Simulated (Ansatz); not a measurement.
In PBE in the plane-wave PAW code Ansatz, SnC in the zinc blende structure (F-43m) relaxes to a = 5.088 Å. Sn has 4 nearest neighbours from 2.20 Å (tetrahedral); C has 4 nearest neighbours from 2.20 Å (tetrahedral). Against the elements it lies at 0.82 eV/atom, with no fitted shifts.

It is gapped at this level: 0.62 eV (direct). The valence maximum lies at Γ and the conduction minimum at Γ. Gap from PBE with spin–orbit coupling: 0.60 eV. The electron mass is 0.061 mₑ (isotropic).

The bulk modulus is 122 GPa.

The start of the workflow was typed in or built on a structure type; neither database checked (COD, Materials Project) lists it. Whether it is the stable phase at ambient conditions was not checked. Symmetry was held in the PBE relaxation; whether a distortion lowers the energy is not shown. Its formation energy is positive at this level, so the cell may be metastable or incomplete. The references are the lowest solids computed at this level, not always the standard phases. Spin–orbit coupling is left out wherever it is not named.

Potentials: the earlier of the program's two PAW sets.
